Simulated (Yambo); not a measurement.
G0W0@PBEsol for MgS (zinc blende, space group F-43m, No. 216) in Yambo (4×4×4 mesh, 10 Ry block, plasmon pole, screening fixed), without a terminator:

```tsv
bands N in G	gap Γ → Γ (eV)	shift of the valence edge (eV)
34	5.029	-0.962
63	5.112	-1.196
100	5.164	-1.300
```

**Question.** Extrapolate both columns to infinite N with E(N) = E∞ + A/N, test the form, and compare with the terminator.

**Answer.** From two points, E∞ = (N2 E2 − N1 E1)/(N2 − N1). The two largest N give 5.25 eV for the gap and -1.48 eV for the shift; the two smallest give 5.21 eV and -1.47 eV. For the gap the slopes A are -6.1 and -8.9 eV: the form isn't reached, and its limit is uncertain. For the shift the slopes A are 17 and 18 eV: the 1/N form holds. With the Bruneval-Gonze terminator and 100 bands the run gives 5.19 eV and -1.37 eV, 0.06 eV and 0.11 eV from the extrapolated values: the terminator too is an estimate of the remainder. Block, mesh and the bands in W are held fixed.

Geometry relaxed with PBEsol; primitive cell a = b = c = 3.997 Å, α = β = γ = 60.00°.

This is not the ordinary phase of the substance; no match was found in the copy of COD used, and its stability was not checked.

A shift is the quasiparticle energy of the state minus its PBEsol energy.
